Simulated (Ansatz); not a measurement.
Polymorphs of CsPbBr₃, each relaxed with the program Ansatz at the r²SCAN level (PAW):

A: Pnma
a = 8.457 Å, b = 11.807 Å, c = 8.125 Å, α = β = γ = 90.00°

```
atom  site  symmetry       x       y       z
----  ----  --------  ------  ------  ------
Pb      4a        -1  0.0000  0.0000  0.0000
Cs      4c       .m.  0.0617  0.2500  0.4814
Br      8d         1  0.2971  0.0354  0.1995
Br      4c       .m.  0.0085  0.7500  0.0681
```

B: cubic perovskite (Pm-3m)
a = b = c = 5.9341 Å, α = β = γ = 90.00°

```
atom  site  symmetry       x       y       z
----  ----  --------  ------  ------  ------
Cs      1a      m-3m  0.0000  0.0000  0.0000
Pb      1b      m-3m  0.5000  0.5000  0.5000
Br      3c    4/mm.m  0.0000  0.5000  0.5000
```

Problem. Put the candidates in order of energy per atom at 0 K, lowest first, for r²SCAN.

Solution. A (+0 meV/atom), B (+16 meV/atom)

Problem. Give each one's gap.

Solution. A 2.41 eV; B 2.03 eV.

Not the usual ambient phase: B. All cells were relaxed under the symmetry of their starts (and spin orders); stability against distortions was not tested throughout. Spin–orbit coupling is left out wherever it is not named.

Energies hold the estimated change up to a 700 eV cutoff; steps of a few meV lie near the error of the meshes.

Potentials: the later of the program's two PAW sets.
